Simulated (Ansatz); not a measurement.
Method: Ansatz 0.2.0, DFT, BLYP, plane waves (420 eV) with PAW, scalar-relativistic. (PAW data from PBE, frozen cores regenerated.)

An element in the bcc structure gives this curve. The cell is scaled uniformly from the relaxed one, with fractional coordinates and shape fixed. Energies are extrapolated to zero smearing, pressures are those at the given smearing. Magnetic state: spin not included.

```csv
V (Å³/atom),E − E₀ (meV/atom),P (GPa)
11.225,83.6,20.03
11.735,33.9,11.67
12.245,7.8,5.14
12.756,0.0,0.04
13.266,6.6,-3.96
13.776,24.4,-7.07
14.286,50.9,-9.50
```

Which element is it?
A. vanadium
B. ruthenium
C. copper
D. cobalt

C. Its fit is V₀ = 12.76 Å³/atom, B₀ = 112 GPa, B₀′ = 5.1.
